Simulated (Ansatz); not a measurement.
Here is the system:

MoSi₂ (MoSi2 type, space group I4/mmm)

```
CELL_PARAMETERS angstrom
     -1.60086     1.60086     3.90929
      1.60086    -1.60086     3.90929
      1.60086     1.60086    -3.90929
ATOMIC_POSITIONS crystal
  Mo 0.00000 0.00000 0.00000
  Si 0.33530 0.33530 0.00000
  Si 0.66470 0.66470 0.00000
```

In each cell atom 2 (Si, nearest neighbour Si at 2.575 Å; its periodic images, 3.2 Å or more away, move with it) moves by s·(0.000, 0.000, 1.000) (towards the nearest neighbour), the rest being held.

All values below come from r2SCAN (plane waves to 500 eV, PAW, scalar-relativistic; Ansatz, an electronic-structure program). k mesh 12×12×12 (Γ-centred), Fermi-Dirac smearing 0.05 eV. E stands for the smeared free energy. With partly filled bands, energies and forces of such displacements shift with the k mesh and the smearing. MoSi2 is run without spin polarisation. MoSi2 was relaxed with its symmetry unable to fall. The zero of ΔE is the undisplaced structure.

The scan covers s from -0.260 to 0.260 Å in 11 points.

Problem. Is this a single well or a double well?

Solution. A single well with its minimum at or next to zero displacement.

Problem. Is the energy the same for displacements of ±0.260 Å, and if not, which side lies higher?

Solution. Not even: the positive side lies higher at ±0.260 Å. With its periodic images moving along, the atom's site symmetry in this cell is 4mm.

Problem. What is the force constant k = d²E/ds² of this move at s = 0?

Solution. 13.2 eV/Å².

(A displaced cell: forces are minus the slopes of the energy, force constants its curvatures, and phonons follow from these.)
